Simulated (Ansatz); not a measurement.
A geometry of TiAl3 away from equilibrium: step 4 of the relaxation of a relaxed TiAl3 cell shaken by Gaussian noise of σ = 0.08 Å a coordinate. The numbers are results of PBE (plane waves to 420 eV, PAW, scalar-relativistic; Ansatz, a quantum-chemistry and plane-wave program), not measurements. Γ-centred k-mesh 5×5×11 on the run's cell (coarser than for final values), Fermi–Dirac smearing 0.05 eV. The plane waves were selected for a different cell earlier on the path.

```yaml
crystal:
  lattice:
    - [7.42818, 0.15075, -0.02677]
    - [-3.58353, 6.41953, 0.07448]
    - [-0.01027, 0.02707, 2.88488]
  atoms:
    - { symbol: Al, position: [0.33033, 0.98546, 0.03679] }
    - { symbol: Al, position: [0.25683, 0.26193, 0.53121] }
    - { symbol: Al, position: [0.96425, 0.31270, 0.01964] }
    - { symbol: Al, position: [0.65631, 0.99587, 0.51941] }
    - { symbol: Al, position: [0.74730, 0.73564, 0.03222] }
    - { symbol: Al, position: [0.02792, 0.66153, 0.52198] }
    - { symbol: Ti, position: [0.36035, 0.63303, 0.14194] }
    - { symbol: Ti, position: [0.64252, 0.35850, 0.70149] }
```

**Question.** What forces act on the atoms (eV/Å)?

**Answer.** 
| atom | Fx | Fy | Fz |
|---|---|---|---|
| Al1 | 0.04 | 0.30 | 0.14 |
| Al2 | -0.33 | -0.10 | 0.04 |
| Al3 | -0.10 | 0.07 | 0.22 |
| Al4 | -0.33 | -0.03 | 0.15 |
| Al5 | 0.64 | 0.02 | 0.15 |
| Al6 | 0.41 | 0.03 | 0.06 |
| Ti7 | 0.09 | -0.49 | -0.45 |
| Ti8 | -0.41 | 0.20 | -0.32 |

The path ends in P2₁/m (No. 11). No spin polarisation in the result.

The end of the path is a generated cell of TiAl3: the first start was made by placing the elements on the sites of a structure type, and the end was not matched to a known phase here, so it may be hypothetical. Known forms of TiAl3 include space group No. 139.
